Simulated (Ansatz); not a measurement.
**CsTlF₄: field gradients at two levels of theory**

Cell: a computed structure from the Materials Project (it need not be an observed phase), atoms as given.

Space group Pca2_1 (No. 29); a = 8.5611, b = 6.6809, c = 8.7269 Å.

```csv
site,Wyckoff,site symmetry,x,y,z
Cs,4a,1,0.1969,0.5133,0.1981
Tl,4a,1,0.9941,0.0005,0.4469
F9,4a,1,0.0613,0.2923,0.5040
F13,4a,1,0.0133,0.0931,0.1972
F17,4a,1,0.7437,0.1217,0.4398
F21,4a,1,0.4204,0.2912,0.3939
```

One atom of each set is listed.

First run. Method: Kohn–Sham DFT in Ansatz, PBE, plane waves and PAW, scalar-relativistic, 420 eV cutoff, Γ-centred 3×4×3 k-points, Fermi–Dirac smearing 0.02 eV.

```csv
site,V_zz (10²¹ V/m²),η
Cs,5.48,0.47
Tl,-24.9,0.18
F9,15.66,0.04
F13,12.69,0.22
F17,11.27,0.34
F21,15.60,0.04
```

Second run. The same atoms and settings, except that spin–orbit coupling is included (fully relativistic PAW files).

Task: Given the first result, estimate the second.

Result: 

```
site   V_zz     η  change of V_zz
  Cs   5.48  0.47            0.00
  Tl  -23.7  0.19           +1.13
  F9  15.81  0.03           +0.15
 F13  12.85  0.22           +0.16
 F17  11.42  0.34           +0.15
 F21  15.75  0.04           +0.15
```

The largest change of V_zz is on Tl, from -24.9 to -23.7. In per cent, |V_zz| changes by 0 on Cs, -5 on Tl, +1 on F (all sites that start above 0.5).
